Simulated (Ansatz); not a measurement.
Input:

RuS2:
```
RuS2
1.0
    5.58036     0.00000     0.00000
    0.00000     5.58036     0.00000
    0.00000     0.00000     5.58036
Ru S
4 8
Direct
  0.00000   0.00000   0.00000
  0.50000   0.00000   0.50000
  0.50000   0.50000   0.00000
  0.00000   0.50000   0.50000
  0.38630   0.38630   0.38630
  0.11370   0.61370   0.88630
  0.88630   0.11370   0.61370
  0.61370   0.88630   0.11370
  0.61370   0.61370   0.61370
  0.88630   0.38630   0.11370
  0.11370   0.88630   0.38630
  0.38630   0.11370   0.88630
```

This is the PBEsol-relaxed structure.

Q: All from plane-wave PAW PBEsol (Ansatz code), unless another level is named. Predict the HSE06 gap on the PBEsol cell.

A: 1.51 eV.

Q: Predict the formation energy from the elements (no fitted shifts).

A: -0.71 eV/atom.

Q: What about the electron effective mass with spin–orbit coupling?

A: 0.33 mₑ (isotropic).

Q: Give the weight of the valence-edge state by species (Voronoi cells).

A: Ru 75 %, S 25 %.

Q: Give the valence-band maximum.

A: on the Γ–X line, 89 % of the way from Γ.

Q: Give the weight of the conduction-edge state by species (Voronoi cells).

A: S 93 %, Ru 7 %.

Space group Pa-3. The PBEsol relaxation kept the symmetry of its start. The run is not spin-polarised. The references are the lowest solids computed at this level, not always the standard phases. Scalar-relativistic: spin–orbit coupling is off unless named, which matters more the heavier the elements.

Potentials: the later of the program's two PAW sets.
